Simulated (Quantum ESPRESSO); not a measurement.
pw.x input (Quantum ESPRESSO 7.5; PBEsol, PseudoDojo standard norm-conserving files, fully relativistic):

```
&CONTROL
  calculation = 'scf'
  pseudo_dir = './pseudo'
  outdir = './out'
  tprnfor = .true.
  tstress = .true.
/
&SYSTEM
  ibrav = 0
  nat = 2
  ntyp = 2
  ecutwfc = 88.0
  ecutrho = 352.0
  occupations = 'smearing'
  smearing = 'fd'
  degauss = 0.002
  nbnd = 20
  noncolin = .true.
  lspinorb = .true.
/
&ELECTRONS
  conv_thr = 2e-10
/
ATOMIC_SPECIES
Na 22.9898 Na.upf
I 126.9045 I.upf
CELL_PARAMETERS angstrom
  0.000000000000   3.200333581000   3.200333581000
  3.200333581000   0.000000000000   3.200333581000
  3.200333581000   3.200333581000   0.000000000000
ATOMIC_POSITIONS crystal
Na   0.000000000000   0.000000000000   0.000000000000
I   0.500000000000   0.500000000000   0.500000000000
K_POINTS automatic
8 8 8 0 0 0
```

End of the output:

```
     total energy              =    -117.36630764 Ry
     estimated scf accuracy    <       0.00000004 Ry
     total energy              =    -117.36630765 Ry
     estimated scf accuracy    <          2.0E-09 Ry
     total energy              =    -117.36630765 Ry
     estimated scf accuracy    <          3.8E-10 Ry
[...]
     the Fermi energy is     4.6557 ev
!    total energy              =    -117.36630765 Ry
     estimated scf accuracy    <          5.4E-13 Ry
     smearing contrib. (-TS)   =      -0.00000000 Ry
     internal energy E=F+TS    =    -117.36630765 Ry
     The total energy is F=E-TS. E is the sum of the following terms:
     one-electron contribution =     -77.68626944 Ry
     hartree contribution      =      42.43911281 Ry
     xc contribution           =     -21.49016247 Ry
     ewald contribution        =     -60.62898855 Ry
     convergence has been achieved in   9 iterations
     Forces acting on atoms (cartesian axes, Ry/au):
     atom    1 type  1   force =     0.00000000    0.00000000    0.00000000
     atom    2 type  2   force =     0.00000000    0.00000000    0.00000000
     Total force =     0.000000     Total SCF correction =     0.000000
     Computing stress (Cartesian axis) and pressure
          total   stress  (Ry/bohr**3)                   (kbar)     P=        0.40
   0.00000270   0.00000000   0.00000000            0.40        0.00        0.00
   0.00000000   0.00000270   0.00000000            0.00        0.40        0.00
   0.00000000   0.00000000   0.00000270            0.00        0.00        0.40
```
In a gapped system the printed Fermi energy is only some level inside the gap.

Geometry relaxed with PBEsol.
